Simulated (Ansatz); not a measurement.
Al₂Os:
Space group I4/mmm (No. 139); a = b = 3.1345 Å, c = 8.2340 Å, α = β = γ = 90.00°

```csv
atom,site,symmetry,x,y,z
Al,4e,4mm,0.0000,0.0000,0.3385
Os,2a,4/mmm,0.0000,0.0000,0.0000
```
(The calculation used a cell of 3 atoms; values per cell refer to that cell.)

Relaxed at zero pressure with the program Ansatz at the LDA level (PAW).

Question: The volume is raised by 6 % and shape and atoms relax at that volume. What pressure results, and how do the axes share the change?

Answer: -10.7 GPa; a 1.9 %, b 1.9 %, c 2.0 %; the energy rises by 28 meV/atom.

Question: Give the new structure.

Answer: 
Space group I4/mmm (No. 139); a = 3.1946 Å, b = 3.1946 Å, c = 8.4023 Å, α = 90.00°, β = 90.00°, γ = 90.00°

| atom | site | symmetry | x | y | z |
|---|---|---|---|---|---|
| Al | 4e | 4mm | 0.0000 | 0.0000 | 0.3398 |
| Os | 2a | 4/mmm | 0.0000 | 0.0000 | 0.0000 |

The phase is kept; no other phase was compared at this pressure.

The workflow started from a Materials Project entry (that database holds measured and hypothetical structures alike); the Crystallography Open Database copy checked does not list it. Its standing as an ambient phase is unchecked. The LDA relaxation kept the symmetry of its start; whether a distortion lowers the energy is not shown. The run is not spin-polarised. Scalar-relativistic: spin–orbit coupling is off unless named, which matters more the heavier the elements.

Potentials: the later of the program's two PAW sets.
